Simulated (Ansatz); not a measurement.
BN (space group P6_3/mmc)

```
CELL_PARAMETERS angstrom
      2.48795     0.00000     0.00000
     -1.24398     2.15463     0.00000
      0.00000     0.00000     6.53177
ATOMIC_POSITIONS crystal
  B  0.00000 0.00000 0.75000
  B  0.00000 0.00000 0.25000
  N  0.66667 0.33333 0.25000
  N  0.33333 0.66667 0.75000
```

The atoms are displaced by Q × the pattern below (from a DFPT mode at Γ, largest move 1; Q in Å), at fixed cell. It is one choice among 2 degenerate patterns.

```
atom      x       y      z
----  -----  ------  -----
B1    0.000  -1.000  0.000
B2    0.000   1.000  0.000
N3    0.000  -0.776  0.000
N4    0.000   0.776  0.000
```

Method: LDA (plane waves to 420 eV, PAW, scalar-relativistic; Ansatz, a program for electronic structure). k mesh 15×15×5 (Γ-centred), Fermi-Dirac smearing 0.05 eV. The energy includes the smearing's −TS. BN was relaxed with its symmetry unable to fall. The zero of ΔE is the undisplaced structure.

```json
[
 {"Q (Å)": "-0.1000", "ΔE (meV/cell)": "1658"},
 {"Q (Å)": "-0.0833", "ΔE (meV/cell)": "withheld"},
 {"Q (Å)": "-0.0667", "ΔE (meV/cell)": "689"},
 {"Q (Å)": "-0.0500", "ΔE (meV/cell)": "376"},
 {"Q (Å)": "-0.0333", "ΔE (meV/cell)": "162"},
 {"Q (Å)": "-0.0167", "ΔE (meV/cell)": "39"},
 {"Q (Å)": "0.0000", "ΔE (meV/cell)": "0"},
 {"Q (Å)": "0.0167", "ΔE (meV/cell)": "37"},
 {"Q (Å)": "0.0333", "ΔE (meV/cell)": "143"},
 {"Q (Å)": "0.0500", "ΔE (meV/cell)": "311"},
 {"Q (Å)": "0.0667", "ΔE (meV/cell)": "535"},
 {"Q (Å)": "0.0833", "ΔE (meV/cell)": "807"},
 {"Q (Å)": "0.1000", "ΔE (meV/cell)": "1119"}
]
```

### Question
Fit a polynomial form (powers 2, 3, 4) to the given rows and predict ΔE at Q = -0.0833.

### Answer
Least squares on the 12 given rows: ΔE = (136900)·Q² + (-267900)·Q³ + (194300)·Q⁴, in meV/cell with Q in Å; root-mean-square residual 1.5 meV/cell. At -0.0833 the fit gives 1114 meV/cell; the calculation gives 1113 meV/cell, so the interpolation is off by 1 (+0.1 %). The quadratic term alone would give 950 meV/cell.

(For displaced atoms, the force is minus the slope of the energy, and its curvature is a force constant, which sets phonon frequencies.)
